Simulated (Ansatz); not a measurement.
PbS (rock salt, space group No. 225), plane-wave PAW PBEsol (Ansatz code). The conduction-band minimum lies at L, with 4 equivalent valleys. Second derivatives d²E/dk² of the lowest band at one valley (eV·Å²), along Cartesian directions:

| direction | d²E/dk² |
|---|---|
| [100] | 71.42 |
| [010] | 71.42 |
| [001] | 71.42 |
| [110] | 91.06 |
| [101] | 51.83 |
| [011] | 51.83 |

**Question.** Find the principal effective masses, the density-of-states mass and the conductivity mass.

**Answer.** Off-diagonal terms follow from H_xy = H[110] − (H_xx + H_yy)/2, and m*/mₑ = 7.620 eV·Å² over each eigenvalue: 0.069, 0.15, 0.15. One valley's DOS mass (m₁m₂m₃)^(1/3) = 0.11, conductivity mass 3/(Σ 1/mᵢ) = 0.11 mₑ.

**Question.** What effective density of states Nc follows at 300 K for parabolic valleys?

**Answer.** Nc = 2.509e19 × 4 × (0.11)^(3/2) ≈ 3.7e18 cm⁻³.

Space group Fm-3m (rock salt). The cell was relaxed with PBEsol under the symmetry of its start. Spin–orbit coupling is left out wherever it is not named.

Potentials: the later of the program's two PAW sets.

Edges and masses are those of Kohn–Sham bands, whose gap is no quasiparticle gap.
